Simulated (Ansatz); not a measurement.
**Ge (diamond)**

Computed with Ansatz (plane waves, PAW, 420 eV cutoff): PBE, scalar-relativistic, no spin polarisation, 14×14×14 k-mesh, Gaussian smearing of 0.05 eV. The datasets are Ansatz's generated set soft_2.

```
Ge
1.0
     0.00000    2.88040    2.88040
     2.88040    0.00000    2.88040
     2.88040    2.88040    0.00000
Ge
2
Direct
  0.50000 0.50000 0.50000
  0.75000 0.75000 0.75000
```

Problem. Which orbitals carry the states at the Fermi level, and how many states are there?

Solution. The filled and empty bands only just touch, so this is a zero-gap or semimetallic case rather than a good metal. Within 0.1 eV of it: Ge 4p 92 %, Ge 4s 8 % (shares among the projected shells). The density of states at the Fermi level is about 0.026 states/eV per cell, averaged over 0.3 eV.

Density of states (tetrahedra, averaged over 0.4 eV; states/eV per cell of 2 atoms; energy in eV from the Fermi level; projections on Löwdin-orthogonalised atomic orbitals, summed over sites):

```
    E  total  Ge 4p  Ge 4s
-5.65   0.27   0.12   0.15
-5.25   0.22   0.10   0.12
-4.85   0.17   0.08   0.09
-4.45   0.14   0.06   0.07
-4.05   0.80   0.72   0.07
-3.65   1.21   1.12   0.09
-3.25   1.17   1.07   0.09
-2.85   1.51   1.43   0.08
-2.45   1.48   1.40   0.06
-2.05   1.35   1.29   0.05
-1.65   1.23   1.19   0.03
-1.25   0.90   0.87   0.02
-0.85   0.45   0.44   0.01
-0.45   0.23   0.23   0.00
-0.05   0.05   0.04   0.00
 0.35   0.09   0.04   0.04
 0.75   0.36   0.21   0.14
 1.15   0.92   0.57   0.29
 1.55   1.67   1.08   0.49
 1.95   1.35   0.88   0.37
 2.35   0.96   0.63   0.24
 2.75   1.03   0.71   0.22
 3.15   0.98   0.74   0.15
 3.55   1.73   1.37   0.13
 3.95   1.26   0.99   0.11
 4.35   1.07   0.83   0.07
 4.75   1.61   1.14   0.09
 5.15   1.38   0.93   0.09
```

At this volume the filled and empty bands only touch, so this is a zero-gap semimetal rather than a metal, and a semilocal functional can cause such a touching. The relaxed cell is 6 % larger in volume than the cell of this structure in the Crystallography Open Database (22.64 Å³/atom, 1975).
